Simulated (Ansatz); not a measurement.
# GaN: the gap against volume

GaN, P6_3mc, a = 3.183 Å, c = 5.184 Å. Ansatz: r2SCAN, PAW, 500 eV, Γ-centred 12×12×6 mesh on 4 atoms, Gaussian smearing 0.02 eV; no spin polarisation. Shape and atoms are relaxed at each volume; x = ln(V/V0) with V0 = 11.371 Å³/atom. The gap is read at the mesh points alone.

```
      x gap y (eV)
-0.0619       2.783
-0.0305       2.564
 0.0000           ?
 0.0296       2.144
 0.0583       1.944
```

Fit a straight line to the other rows, give the volume deformation potential of the gap and its pressure coefficient, and predict the missing gap. B0 = 196.8 GPa.

Means x = -0.001125, y = 2.3587; Σ(Δx)² = 0.009032, ΣΔxΔy = -0.06306; the slope is their ratio. y = 2.3509 − 6.9817 x. The slope is the deformation potential a = dE_g/d ln V = -6.98 eV, and dE_g/dP = −a/B0 = 35.5 meV/GPa. At x = 0.0000 the fit asked for gives 2.351 eV. The run gave 2.351 eV, the same to the digits shown.

Semilocal functionals give gaps under the measured ones; changes of the gap mostly carry over better.